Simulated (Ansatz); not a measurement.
A generator proposed this cell of B3C.

```cif
data_structure
_symmetry_space_group_name_H-M 'Im-3m'
_symmetry_Int_Tables_number 229
_cell_length_a 4.2209
_cell_length_b 4.2209
_cell_length_c 4.2209
_cell_angle_alpha 90.000
_cell_angle_beta 90.000
_cell_angle_gamma 90.000
_cell_volume 75.20
loop_
_atom_site_label
_atom_site_type_symbol
_atom_site_symmetry_multiplicity
_atom_site_Wyckoff_symbol
_atom_site_fract_x
_atom_site_fract_y
_atom_site_fract_z
_atom_site_occupancy
B1 B 6 b 0.50000 0.00000 0.00000 1
C1 C 2 a 0.00000 0.00000 0.00000 1
```

Level of theory: DFT PBE, scalar-relativistic, plane waves, PAW (Ansatz 0.2.0). Settings: cutoff 420 eV, Γ-centred mesh 6×6×6 on the computed 4-atom cell, Gaussian smearing of 0.10 eV; no spin polarisation.

Energies over the elements count from the elements' standard structures at the same level, with no fitted energy shifts.

Question: What does a single point on this coarse mesh give?

Answer: The pressure is -46.5 GPa (it wants to contract), the largest force is 0.00 eV/Å (symmetry fixes the atoms), and the energy is +2.04 eV/atom against the elements. The shortest distance is 2.11 Å.

Question: How much does it gain on relaxing, and where does it end?

Answer: Relaxing gains about 0.64 eV/atom (the start's value is from the coarse mesh, so the gain is rough) in 10 ionic steps and ends at +1.40 eV/atom on the finer mesh. The symmetry stays Im-3m (No. 229). The volume per atom shrinks by 33.1 %, from 9.4 to 6.3 Å³. The shortest distance goes from 2.11 Å (B–C and B–B) to 1.85 Å (B–C and B–B). Conventional cell: a = 3.692 Å. Around B lie 2 C at 1.85 Å and 4 B at 1.85 Å; around C lie 6 B at 1.85 Å.

The last run used an 18×18×18 mesh for its 4-atom cell and Gaussian smearing of 0.10 eV. An odd number of electrons in the primitive cell allows no gap without spin; a larger cell or a magnetic state could open one. The reference form of C is held partly by dispersion forces, which this level lacks. The relaxation can't lower the symmetry of the start. A structure relaxed within its symmetry needn't be a true minimum.
